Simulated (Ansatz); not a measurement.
## Varying the input for Li2RuN2

All trials start from this Ansatz input:

```yaml
crystal:
  lattice:
    - [3.1642327038, 0.0, 0.0]
    - [-1.5821163519, 2.740305905, 0.0]
    - [0.0, 0.0, 5.2114500038]
  atoms:
    - { symbol: Li, position: [0.66666667, 0.33333333, 0.36018] }
    - { symbol: Li, position: [0.33333333, 0.66666667, 0.63982] }
    - { symbol: Ru, position: [0.0, 0.0, 0.0], spin: 1.0 }
    - { symbol: "N", position: [0.66666667, 0.33333333, 0.786989] }
    - { symbol: "N", position: [0.33333333, 0.66666667, 0.213011] }
basis:
  ecutwfc: 420
kpoints:
  mp_grid: { grid: [6, 6, 4] }
hamiltonian:
  xc: pbe
scf:
  occupations: { method: gaussian, width: 0.1 }
  lower_state_search: "off"
output:
  forces: true
  stress: true
  eigenvalues: true
  populations: true
magnetization:
  spin_polarized: true
```

Command:

```bash
ansatz run input.yaml --threads 1 --pin off --max-ram 1331MiB --backend cpu --events-out ev --progress --plain --runs-dir out
```

The run converges in 61 SCF iterations on 24 irreducible k-points: pressure -2.71 GPa, largest force 0.205 eV/Å, no gap, cell moment 0.28 μB.

The inputs are trials, many of them unsound on purpose. Their numbers show the effect of the settings and aren't properties of the material. Each trial's input is given as a difference from the reference's; energies are extrapolated to zero smearing where there is one, and pressure is positive in compression.

Trial 1:

```diff
 crystal:
   atoms:
-    - { symbol: Ru, position: [0.0, 0.0, 0.0], spin: 1.0 }
+    - { symbol: Ru, position: [0.0, 0.0, 0.0] }
 basis:
-  ecutwfc: 420
+  ecutwfc: 260
 kpoints:
-  mp_grid: { grid: [6, 6, 4] }
+  mp_grid: { grid: [3, 3, 1] }
 hamiltonian:
+  hubbard: { sites: [{ species: Ru, l: d, u: 8.9, j: 0.91 }] }
 scf:
-  occupations: { method: gaussian, width: 0.1 }
-  lower_state_search: "off"
+  occupations: { method: cold, width: 0.17 }
+  convergence: { dr2_threshold: "1e-4 eV" }
 output:
-  populations: true
-magnetization:
-  spin_polarized: true
```

The run converges in 12 SCF iterations on 3 irreducible k-points: pressure -2.93 GPa, largest force 0.737 eV/Å, no gap. It warns that the cutoff lies under the recommended one, 420 eV for these potentials; that the count of filled bands differs between k-points; that the SCF threshold is loose for the forces; that the SCF threshold is loose for the stress. Under a U the state reached may not be the lowest.